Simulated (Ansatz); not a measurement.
# Calculation log, Rh (Fm-3m) (elastic constants by finite strains)

Level of theory: PBEsol, PAW on Ansatz 0.2.0's default frozen-core files (fitted under PBE), scalar-relativistic.

Cell and atoms were relaxed beforehand by PAW with this functional.

Command line:

```sh
ansatz run input.yaml --threads 1 --pin off --max-ram 2560MiB --backend cpu --events-out ev --progress --plain --runs-dir out
```

input.yaml:

```yaml
crystal:
  lattice:
    - [0.0, 1.89079240156, 1.89079240156]
    - [1.89079240156, 0.0, 1.89079240156]
    - [1.89079240156, 1.89079240156, 0.0]
  atoms:
    - { symbol: Rh, position: [0.0, 0.0, 0.0] }
kpoints:
  mp_grid: { grid: [28, 28, 28] }
scf:
  occupations: { method: fermi_dirac, width: 0.1 }
hamiltonian:
  xc: pbesol
  pseudopotentials: { kind: paw }
elastic:
  mode: relaxed_ion
  stencil: two_point
  amplitude: 0.005
```

Output:

```
Warning: RAYON_NUM_THREADS=1 ignored (pool sized by the plan → 1); use --threads N
Engine: ansatz 0.2.0, x86_64-unknown-linux-gnu
Pseudopotentials: kind: paw
Pseudopotential: Rh, paw, valence charge 17, recommended cutoff 420 eV (normal), Rh.paw.azcp
Functional definition: PBEsol
  exchange = pbesol_x
  correlation = pbesol_c
Crystal: 1 atoms, lattice volume = 13.520 Å³
Basis set: ecut = 420 eV, 259 PW (Γ), exchange–correlation on 36×36×36 points (8 copies of the dense FFT grid, shifted against one another)
Bands: 13, of which v1, the nominal top of the filled ones, is band 9 counted from 1 (8 counted from 0)
Symmetry: 48 space group operations
Space group: Fm-3m (ITA 225), of the structure as read, at distance tolerance 2.4e-5 Å
k-points: 624 of 21952
Non-local potential: Rh, projectors of the file, l = 0: 3, l = 1: 2, l = 2: 2, l = 3: 1
PAW form: soft (Blöchl's): semilocal exchange-correlation on the pseudo side does not see the compensation charge
PAW frozen core: Rh, regenerated for the run's functional, and the local potential with it (the file was generated under x = pbe(κ = 0.804, μ = 0.2195149727645171), c = pbe(β = 0.06672455060314922))
[... 99 lines left out ...]
       465.219    207.205    207.205      0.000     -0.000     -0.000
       207.205    465.219    207.205     -0.000     -0.000      0.000
       207.205    207.205    465.219     -0.000      0.000      0.000
         0.000      0.000      0.000    208.692      0.000     -0.000
        -0.000      0.000     -0.000     -0.000    208.692      0.000
         0.000     -0.000     -0.000     -0.000     -0.000    208.692
  reference stress σ⁰ (GPa):     -0.000     -0.000     -0.000      0.000     -0.000     -0.000
  C* (energy form; C + prestress term) asymmetry max|C*_kj − C*_jk| = 5.684e-14 GPa — a small one proves nothing (zero by symmetry where the batch's group is 432, −43m or m−3m); a large one is finite-difference/SCF noise where ...
  moduli (Voigt/Reuss/Hill, GPa): K = 293.21/293.21/293.21   G = 176.82/167.35/172.08   E = 431.78   ν = 0.255
  mechanically stable: yes (min eigenvalue of sym C = 208.69 GPa)
  strain η (Voigt 11):  stress-route row diagonal C_11 = 465.22 GPa, energy-path curvature d²(F+E_count+ΔE)/dδ²/Ω₀ = 465.23 GPa
         δ    σ_11 (GPa)             F (eV)   n_scf  n_hpsi   n_pw
    -5.000e-3      -2.3640       -6338.7664501       8  447672    277   relax 0 steps, max|allowed force component| 0.00e0 eV/Å
     5.000e-3       2.2881       -6338.7664607       6  344671    279   relax 0 steps, max|allowed force component| 0.00e0 eV/Å
  strain η (Voigt 23):  stress-route row diagonal C_44 = 208.69 GPa, energy-path curvature d²(F+E_count+ΔE)/dδ²/Ω₀ = 208.73 GPa
         δ    σ_23 (GPa)             F (eV)   n_scf  n_hpsi   n_pw
    -5.000e-3      -1.0435       -6338.7667257       8  746571    279   relax 0 steps, max|allowed force component| 0.00e0 eV/Å
     5.000e-3       1.0435       -6338.7667257       5  599059    279   relax 0 steps, max|allowed force component| 0.00e0 eV/Å
```

Self-consistency was reached.

**Strained cells**

Elastic constants of a crystal by Kohn-Sham DFT: slopes of the stress over finite engineering strains of the given cell, Voigt indices, Cartesian axes as in the input; stress of each strained cell less that at rest, tension positive.

| strain component | strain | stress xx (GPa) | stress yy (GPa) | stress zz (GPa) | stress yz (GPa) | stress xz (GPa) | stress xy (GPa) | relaxation steps |
| --- | --- | --- | --- | --- | --- | --- | --- | --- |
| xx | -0.005 | -2.364 | -1.057 | -1.057 | 0 | 0 | 0 | 0 |
| xx | 0.005 | 2.288 | 1.015 | 1.015 | 0 | 0 | 0 | 0 |
| yz | -0.005 | 0.0004 | -0.0142 | -0.0142 | -1.044 | 0 | 0 | 0 |
| yz | 0.005 | 0.0004 | -0.0142 | -0.0142 | 1.044 | 0 | 0 | 0 |

### Elastic moduli

Hill averages of a grain aggregate, Debye temperature from the mean sound speed over directions.

| Property | Result |
| --- | --- |
| Bulk modulus | 293.2 GPa |
| Shear modulus | 172.1 GPa |
| Young modulus | 431.8 GPa |
| Poisson ratio | 0.2546 |
| Bulk over shear modulus | 1.704 |
| Elastic anisotropy index | 0.283 |
| Least young modulus | 337.5 GPa |
| Largest young modulus | 506 GPa |
| Longitudinal sound speed | 6430 m/s |
| Transverse sound speed | 3690 m/s |
| Elastic debye temperature | 509.9 K |
| Linear compressibility (x, y, z) | 1.137, 1.137, 1.137 1/TPa |
| Zener ratio | 1.618 |
| Cauchy pressure | -1.49 GPa |

### Elastic constants

```
Pressure at rest         : 0 GPa
Least elastic eigenvalue : 208.7 GPa
Elastically stable       : yes
```

```csv
index,elastic (GPa)
11,465.2
12,207.2
44,208.7
```

Caveats: frozen-core PAW files fitted under PBE, their cores solved anew for the functional of the run; responses of metals move with mesh and smearing.

Cost: 77 s on 1 thread of Intel(R) Xeon(R) Platinum 8488C (Sapphire Rapids) (shared host), peak memory 0.88 GiB.
